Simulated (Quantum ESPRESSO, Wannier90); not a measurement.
**LiCl (rock salt), plane waves to Wannier functions**

```xyz
2
Lattice="0.0000 2.5421 2.5421 2.5421 0.0000 2.5421 2.5421 2.5421 0.0000" Properties=species:S:1:pos:R:3 pbc="T T T"
Li     0.0000     0.0000     0.0000
Cl     2.5421     2.5421     2.5421
```

Materials Project entry mp-22905; symmetrised, unrelaxed at this level. COD (Crystallography Open Database) has an entry of this formula and space group (matched by these alone). Method: PBEsol plane waves in Quantum ESPRESSO 7.5 (PseudoDojo norm-conserving files, 60 Ry, no spin polarisation, no spin-orbit coupling), Bloch states on a 10×10×10 mesh through Γ, Wannier90 4.0.1. Density: 10×10×10 mesh, cold smearing 0.01 Ry.

Bands 2-5 form an isolated set from -13.49 to 0.00 eV relative to the valence-band maximum (on the path) and are turned into 4 Wannier functions by minimising the spread from the start: sp3 on Cl.

Problem. Where do the functions sit, how wide are they and what are they made of?

Solution. 
```csv
functions,spread (Å²),"nearest atom, distance (Å)","second atom, distance (Å)",weight on atomic waves
4,1.04,Cl 0.45,Li 2.31,"Cl 3p 72 %, Cl 3s 23 %, Li 2s 4 %"
```

Ω_I = 3.35 Å², Ω_total = 4.15 Å²; the interpolated bands follow pw.x to 0.0 meV rms on the path. It is the lowest total spread that any start reached here.
